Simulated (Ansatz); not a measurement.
According to PBEsol in the plane-wave PAW code Ansatz, HfS$_{2}$ in the orthorhombic phase (Pca2_1; Hf on 4a, S on 4a, S on 4a) relaxes to a = 6.321 Å, b = 5.978 Å, c = 6.077 Å. S on 4a has 3 nearest neighbours from 2.46 Å (trigonal planar). Its formation energy from the elements is -1493 meV/atom, with no fitted shifts.

The Kohn–Sham gap is 0.99 eV (indirect). The electron mass is 0.55, 0.62, 4.8 mₑ (principal values). The hole mass is 0.16, 0.64, 1.1 mₑ (principal values).

An equation-of-state fit gives a bulk modulus of 97.4 GPa.

The start of the workflow was typed in or built on a structure type; neither database checked (COD, Materials Project) lists it. Its standing as an ambient phase is unchecked. Symmetry was held in the PBEsol relaxation; its stability against distortions is not shown here. The run is not spin-polarised. The references are the lowest solids computed at this level, not always the standard phases. Scalar-relativistic: spin–orbit coupling is off unless named, which matters more the heavier the elements.

Potentials: the earlier of the program's two PAW sets. The files were generated under PBE; for other functionals the program regenerates the frozen cores, and for LDA and PBEsol the local potential too.
